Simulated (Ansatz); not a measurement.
## Bi2TeIr2, a known structure type with other elements, at an estimated volume

```xyz
5
Lattice="3.9968 0.0000 0.0000 -1.9984 3.4613 0.0000 -1.9984 1.1538 9.2799" Properties=species:S:1:pos:R:3 pbc="T T T"
Bi    0.0000    2.3075    1.8020
Bi    0.0000    2.3075    7.4779
Ir   -1.9984    3.4613    5.8909
Ir    1.9984    1.1538    3.3890
Te    0.0000    0.0000    0.0000
```

Single point in Ansatz 0.2.0 with PBE, no spin polarisation. Cutoff 420 eV, PAW datasets, 10×10×10 Γ-centred k mesh, fermi-dirac filling (width 0.1 eV).

Problem. What does the stress say?

Solution. The pressure is 2.3 GPa (compression positive), so with the atoms held at these fractions the cell would first expand; the forces are large, so a full relaxation may end otherwise. The principal stresses 1.9, 1.9, 3.1 GPa differ, so its shape would change too.

Problem. Is it stable against the elements?

Solution. 1.14 eV an atom against the elements' usual phases (free molecules for gases, crystals otherwise, with no correction for O₂ or N₂), so at this geometry it isn't bound against them. Relaxing would lower it.

Problem. What do density and ELF say about some of the short contacts?

Solution. Bi–Ir at 2.80 Å: least valence density 0.39 e/Å³ and ELF 0.39 there. Bi–Te at 2.93 Å: least valence density 0.34 e/Å³ and ELF 0.47 there. These are pseudo-fields; inside the PAW spheres they differ from the all-electron ones.

Problem. What happens at the Fermi level?

Solution. It is a metal, with about 6.4 states/eV a cell as the mean within 0.25 eV of the Fermi level, mostly Ir d (72 %).

Problem. How is the charge shared?

Solution. Bader charges in e: Bi +0.61, Te -0.29, Ir -0.47. In the mean Bi gives up most and Ir takes most.

Origin: a known structure type with other elements, at an estimated volume, so it need not be a known compound. Caveats: many states at the Fermi level without spin polarisation, so a magnetic state may lie lower; atoms or cell far from equilibrium.
